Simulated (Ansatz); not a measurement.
Phonons of a relaxed structure of KI by density-functional perturbation theory (low response-accuracy setting, no LO–TO term) at the zone centre. Computed with r2SCAN (plane waves to 500 eV, PAW, scalar-relativistic; Ansatz, a program for electronic structure). Γ-centred k-mesh 6×6×6, Fermi–Dirac smearing 0.05 eV.

```yaml
crystal:
  lattice:
    - [0.00000, 3.54577, 3.54577]
    - [3.54577, 0.00000, 3.54577]
    - [3.54577, 3.54577, 0.00000]
  atoms:
    - { symbol: I, position: [0.00000, 0.00000, 0.00000] }
    - { symbol: K, position: [0.50000, 0.50000, 0.50000] }
```

Space group Fm-3m (No. 225), rock salt type.

Are there soft modes? Where, and how strong?

No instability shows at these points (nothing beyond 15i cm⁻¹, the threshold used here). Other wavevectors were not sampled, so this does not prove stability.

Give the phonon wavenumbers.


| q | wavenumbers (cm⁻¹; i marks imaginary) |
|---|---|
| Γ | 0 (×3), 101 (×3) |

No spin polarisation in the result.
